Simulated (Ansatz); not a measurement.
A distorted cell of AlNi (CsCl type):

```xyz
2
Lattice="2.8927 0.0000 0.0000 0.0000 2.8927 0.0000 0.0000 0.0000 2.8927" Properties=species:S:1:pos:R:3 pbc="T T T"
Al     0.0000     0.0000     0.0000
Ni     1.8463     1.4463     1.4463
```

Level of theory: PBE (plane waves to 420 eV, PAW, scalar-relativistic; Ansatz, an electronic-structure program). k mesh 13×13×13 (Γ-centred), Fermi-Dirac smearing 0.05 eV. The energy includes the smearing's −TS. Compression counts positive. With partly filled bands, energies and forces of such displacements shift with the k mesh and the smearing. AlNi is run without spin polarisation. AlNi was relaxed with its symmetry unable to fall. The PAW data are Ansatz's earlier set.

**Question.** What forces act on the atoms (eV/Å, Cartesian)?

**Answer.** 
```
atom      Fx     Fy     Fz
----  ------  -----  -----
Al1    2.254  0.000  0.000
Ni2   -2.254  0.000  0.000
```

**Question.** What is the stress tensor (GPa)?

**Answer.** 
```
    4.4      0.0      0.0
    0.0     12.3      0.0
    0.0      0.0     12.3
```
The pressure, a third of the trace, is 9.7 GPa.

**Question.** In it atom 2 sits (0.400, 0.000, 0.000) Å away from its relaxed site. What is its energy relative to the relaxed cell?

**Answer.** 453 meV/cell.

(For displaced atoms, the force is minus the slope of the energy, and its curvature is a force constant, which sets phonon frequencies.)
